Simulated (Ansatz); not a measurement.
The structure comes from a relaxation in the same program, started in the zincblende type, and has space group F-43m. Whether it is a known phase or the ground state wasn't checked.

AsAu: DFT, LDA, PAW with Ansatz's default frozen-core files, scalar-relativistic (Ansatz 0.2.0). What sets it apart from a plain run of this crystal: functional lda.

```yaml
crystal:
  lattice:
    - [0.0, 2.9202842861, 2.9202842861]
    - [2.9202842861, 0.0, 2.9202842861]
    - [2.9202842861, 2.9202842861, 0.0]
  atoms:
    - { symbol: Au, position: [0.0, 0.0, 0.0] }
    - { symbol: As, position: [0.25, 0.25, 0.25] }
kpoints:
  mp_grid: { grid: [11, 11, 11] }
  band_path:
    path:
      - [0.0, 0.0, 0.0]
      - [-0.5, -0.5, 0.0]
      - [-0.375, -0.375, 0.25]
      - [-0.375, 0.0, 0.375]
      - [0.0, 0.0, 0.0]
      - [0.0, 0.0, 0.5]
      - [-0.5, -0.25, 0.25]
      - [-0.5, -0.5, 0.0]
    npoints: 5
scf:
  occupations: { method: fermi_dirac, width: 0.08 }
hamiltonian:
  xc: lda
  pseudopotentials: { kind: paw }
output:
  forces: true
  stress: true
  eigenvalues: true
  efg: { contact_densities: true }
```

Output (standing set-up lines are left out):

```
Functional definition: SPW92
  exchange = slater_x
  correlation = pw_c
Basis set: ecut = 420 eV, 941 PW (Γ)
PAW frozen core: Au, regenerated for the run's functional, and the local potential with it (the file was generated under x = pbe(κ = 0.804, μ = 0.2195149727645171), c = pbe(β = 0.06672455060314922))
PAW frozen core: As, regenerated for the run's functional, and the local potential with it (the file was generated under x = pbe(κ = 0.804, μ = 0.2195149727645171), c = pbe(β = 0.06672455060314922))
Functional: x = slater, c = lda
SCF iter   1: F=—  HF=-17637.982944 eV  |F-HF|=—  |Δ(HF+E_count)|=         —  Δρ=4.75e-3  dr2=5.48e-3  ethr=1.77e-3  ⟨swp⟩=6.0  Hψ=5121  notcnv=0
preconditioner: auto → LDOS  [metal: Δε(μ)=0.025 eV  Ē_g=9.630 eV  σ=0.080 eV  W_gap=0.08  n_scr=14 (ndim 8)  ℏωp=21.0 eV  f_vac=0.106  D(μ)=1.35/eV (n_scr^D=14)  β→1.0]
SCF iter   2: F=—  HF=-17637.983499 eV  |F-HF|=—  |Δ(HF+E_count)|=   5.54e-4  Δρ=1.24e-3  dr2=5.51e-4  ethr=1.61e-5  ⟨swp⟩=2.0  Hψ=2347  notcnv=0
SCF iter   3: F=—  HF=-17637.983046 eV  |F-HF|=—  |Δ(HF+E_count)|=   4.53e-4  Δρ=3.36e-4  dr2=5.21e-5  ethr=1.62e-6  ⟨swp⟩=2.0  Hψ=2069  notcnv=0
SCF iter   4: F=—  HF=-17637.982969 eV  |F-HF|=—  |Δ(HF+E_count)|=   7.75e-5  Δρ=9.10e-5  dr2=4.63e-6  ethr=1.53e-7  ⟨swp⟩=2.0  Hψ=1903  notcnv=0
SCF iter   5: F=—  HF=-17637.982968 eV  |F-HF|=—  |Δ(HF+E_count)|=   9.67e-7  Δρ=2.67e-5  dr2=3.65e-7  ethr=1.36e-8  ⟨swp⟩=2.3  Hψ=2049  notcnv=0
SCF iter   6: F=-17637.982968 eV  HF=-17637.982968 eV  |F-HF|=8.69e-9  |Δ(HF+E_count)|=   1.35e-7  Δρ=4.19e-6  dr2=1.57e-8  ethr=2.94e-10  ⟨swp⟩=5.1  Hψ=4985  notcnv=0
SCF 1 converged in 6 iterations: F = -17637.982968 eV  dr2 = 1.57e-8
  greatest PAW one-centre occupation: 1.003 electrons in one spin orbital (limit 2), on the Au atom at site 0 (counted from 0), in its partial waves of l = 0
NSCF: frozen V_eff on 36 k-points
SCF converged after 6 iterations
Free energy (F): -17637.982968 eV
Harris-Foulkes:  -17637.982968 eV  (|F-HF|=8.69e-9)
Internal energy: -17637.954280 eV  (E = F + TS)
E sigma→0 (E₀):  -17637.968624 eV
Entropy (-TS):   -0.028688 eV (-14.344 meV/atom)
Fermi energy:    9.903041 eV
--- Per-component energies (eV) ---
  E_band       = -654.890567
  E_kinetic    = 705.564293
  E_local      = -4526.503191  (includes V_loc(G=0)·N_el)
  E_nonlocal   = -585.227759
  E_hartree    = 2122.055879
  E_xc         = -304.225810
  E_vxc        = -352.703308  (∫ρ·V_xc dr)
  E_paw        = -11176.731540  (= ΣΔE_a)
  E_vpaw       = -140.138978  (= ΣTr[D̂ρ^β])
  E_aug_tail   = 0.001262  (compensation charges beyond the density's cutoff)
  E_ewald      = -3875.485362
  E_core_change = 2.597948  (= ΣΔE_core)
  E_smearing   = -0.028688  (= −TS)
  E_closure    = -0.000000  (closes the sum)
  Σ components = -17637.982968   (vs F -17637.982968, Δ=0.00e0)
--- Forces (eV/Å), atoms counted from 1 ---
  atom   1  Au    -0.00000000    -0.00000000     0.00000000
  atom   2  As    -0.00000000     0.00000000     0.00000000
  max |Σ_I F_I| component: 1.90e-16 eV/Å
--- Stress (GPa, compression-positive) ---
       -5.866169      -0.000000       0.000000
        0.000000      -5.866169      -0.000000
        0.000000      -0.000000      -5.866169
  P = ⅓ Tr σ = -5.8662 GPa (-58.662 kbar)
--- PAW observables at the nuclei: V_zz in 10²¹ V/m², potentials from the cell's mean, atoms counted from 1 ---
  atom   1  Au V_zz =    -0.000000   η = 0.0000   by run symmetry: forbidden
            electrostatic potential = -16449.800625 V   contact ρ = 13028962.125120 e/Å³
  atom   2  As V_zz =    -0.000000   η = 0.0000   by run symmetry: forbidden
            electrostatic potential = -4516.338703 V   contact ρ = 234366.708469 e/Å³
--- Band table (eV; the first three rows and the last of 56) ---
  k-point 0: bands = ["-96.0658", "-47.3676", "-47.3676", "-47.3676", "-26.0084", "-26.0084", "-26.0084", "-25.9996", "-25.9996", "-2.1920", "4.3841", "4.3841", "4.3841", "5.7140", "5.7140", "11.3421", "12.5408", "12.5408", "12.5408", "16.3417", "16.3417"]
  k-point 1: bands = ["-96.0658", "-47.3678", "-47.3677", "-47.3677", "-26.0085", "-26.0084", "-26.0084", "-25.9996", "-25.9996", "-2.1285", "4.3609", "4.4111", "4.4111", "5.7084", "5.7084", "10.8519", "12.3834", "12.3834", "12.6928", "16.1832", "16.5218"]
  k-point 2: bands = ["-96.0657", "-47.3681", "-47.3677", "-47.3677", "-26.0088", "-26.0084", "-26.0084", "-25.9995", "-25.9995", "-1.9519", "4.3223", "4.4802", "4.4802", "5.7017", "5.7017", "9.7428", "12.0017", "12.0017", "12.8625", "16.3095", "16.9204"]
  k-point 55: bands = ["-96.0657", "-47.3690", "-47.3687", "-47.3682", "-26.0095", "-26.0090", "-26.0084", "-25.9994", "-25.9991", "-0.9760", "4.5799", "4.8664", "5.1522", "5.6066", "6.0786", "6.7813", "7.9835", "9.1602", "15.7750", "16.4124", "17.6253"]
```
